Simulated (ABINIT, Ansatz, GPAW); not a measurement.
# SnTe3: the functional in 3 programs

It takes space group Fm-3m (No. 225, cubic). Conventional cell: a = 7.722 Å, b = 7.722 Å, c = 7.722 Å, α = 90.00°, β = 90.00°, γ = 90.00°. Around Te (site symmetry m-3m) lie 8 Te at 3.34 Å. Around Te (site symmetry -43m) lie 4 Te at 3.34 Å and 4 Sn at 3.34 Å. Around Sn (site symmetry m-3m) lie 8 Te at 3.34 Å.

The cell comes from a database or a generator and needn't be the stable form of this composition.

Kept alike: task band structure; k mesh 6 × 6 × 6; occupations fermi-dirac, width 0.05 eV; no spin polarisation. The mesh is that of the run's cell of 4 atoms. No spin-orbit coupling.

- A: ABINIT; JTH PAW LDA v2.0 (LDA); JTH PAW PBE v2.0 (PBE); PseudoDojo NC SR PBEsol v0.4.1 standard (PBEsol), cutoff 599 to 1088 eV
- B: Ansatz, Ansatz PAW, made for PBE, cutoff 420 eV
- C: GPAW; the program's PAW data sets (release 1.2.1) made for this functional (LDA); GPAW PAW data sets (gpaw-data 1.2.1) (PBE); PAW data sets generated for this functional (PBEsol), cutoff 600 eV

| functional | A: pressure (GPa) | B: pressure (GPa) | C: pressure (GPa) |
| --- | --- | --- | --- |
| LDA | -3.76 | -3.78 | -4.19 |
| PBE | 0.18 | 0.14 | -0.26 |
| PBEsol | -2.67 | -2.80 | -3.21 |

Pressure is positive in compression; plane-wave values hold the error of the finite cutoff, which Ansatz corrects. Values on potentials made for another functional: B at LDA, PBEsol. For a metal such a mesh leaves the last digits unconverged.

Task: How large is the effect of the functional, and do the programs agree on it?

Result: From LDA to PBE the pressure moves by +3.94 in A, +3.92 in B, +3.93 in C (GPa). Row by row the programs differ by 0.43 to 0.54, and over this span the shifts, as printed, agree within 1 %. Shifts from LDA: PBE +3.94, +3.92, +3.93; PBEsol +1.09, +0.98, +0.98; the programs' shifts differ by up to 0.11.
